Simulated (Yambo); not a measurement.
# Excitons in FeS2

```
FeS2
1.0
    4.42562     0.00000     0.00000
    0.00000     5.39653     0.00000
    0.00000     0.00000     3.37770
S Fe
4 2
Direct
  0.29959   0.87818   0.50000
  0.70041   0.12182   0.50000
  0.79959   0.62182   0.00000
  0.20041   0.37818   0.00000
  0.50000   0.50000   0.50000
  0.00000   0.00000   0.00000
```

The geometry is that of Materials Project entry mp-1522, symmetrised and not relaxed again.

BSE in Yambo on norm-conserving LDA (Quantum ESPRESSO, 90 Ry, scalar-relativistic) bands: 6×6×8 mesh, 8 valence and 6 conduction bands, static screening with 56 bands and a 3 Ry block, scissor 0.26 eV, Tamm-Dancoff; field along x.

```csv
state,energy (eV),states within 2 meV,relative strength,class,main transitions
1,1.13,2,< 0.01,dark,VB → CB (61 %)
2,1.20,1,< 0.01,dark,several band pairs
3,1.21,5,1.00,strong,several band pairs
4,1.22,1,< 0.01,dark,several band pairs
5,1.22,1,< 0.01,dark,several band pairs
6,1.23,6,0.71,strong,VB → CB (92 %)
7,1.24,1,< 0.01,dark,VB → CB (98 %)
8,1.24,1,< 0.01,dark,VB → CB (96 %)
```

These are vertical excitations (zero momentum); the indirect quasiparticle gap, about 0.76 eV, is smaller than the direct one (1.32 eV on the GW mesh). The direct quasiparticle gap on this mesh is 1.27 eV; counted from there, state 1 is bound by 0.13 eV. Convergence with the mesh was not shown.

Spin singlets only. Strengths are relative to the strongest of the lowest states of this run; strong means a line over 3 % of the spectrum's maximum, dark under 0.03 %. Absolute energies carry the error of the G0W0 scissor, whose convergence isn't established; the long-wavelength screening was taken along (1,1,1) although the crystal is anisotropic.

The 3d shell has no Hubbard U; the runs are without spin polarisation, and magnetic order was not tried.

This is not the ordinary phase of the substance.
